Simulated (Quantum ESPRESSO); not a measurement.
# Kohn-Sham bands of RbCdF$_{3}$ (cubic perovskite)

```xyz
5
Lattice="4.4250 0.0000 0.0000 0.0000 4.4250 0.0000 0.0000 0.0000 4.4250" Properties=species:S:1:pos:R:3 pbc="T T T"
Rb     0.0000     0.0000     0.0000
Cd     2.2125     2.2125     2.2125
F      0.0000     2.2125     2.2125
F      2.2125     0.0000     2.2125
F      2.2125     2.2125     0.0000
```

Materials Project entry mp-6951; symmetrised, unrelaxed at this level. Not found in the COD (Crystallography Open Database) copy used; not checked further. Computed values, not measurements, from PBEsol: Quantum ESPRESSO (norm-conserving PseudoDojo potentials, cutoff 82 Ry, no spin polarisation, no spin-orbit coupling) on a Γ-centred 6×6×6 mesh, then Wannier90. Density: 8×8×8 mesh, cold smearing 0.01 Ry.

Energies are relative to the valence-band maximum; weights are on the orthonormalised atomic waves of the pseudopotential files, averaged over the group. 50 electrons a cell are treated as valence.

| bands | from (eV) | to (eV) | filling | weight on atomic waves |
|---|---|---|---|---|
| 1 | -98.91 | -98.91 | filled | ? |
| 2–4 | -60.05 | -60.05 | filled | ? |
| 5 | -23.77 | -23.73 | filled | ? |
| 6–8 | -20.57 | -20.30 | filled | ? |
| 9–11 | -8.08 | -7.76 | filled | ? |
| 12–25 | -6.34 | 0.00 | filled | ? |

Question: Which atomic shells make up each group?

Answer: 
- 1, weight on atomic waves: Cd 4s 99 %
- 2–4, weight on atomic waves: Cd 4p 100 %
- 5, weight on atomic waves: Rb 4s 98 %
- 6–8, weight on atomic waves: F 2s 96 %
- 9–11, weight on atomic waves: Rb 4p 97 %
- 12–25, weight on atomic waves: F 2p 61 %, Cd 4d 35 %

The Kohn-Sham gap over both meshes and the path is 3.08 eV.
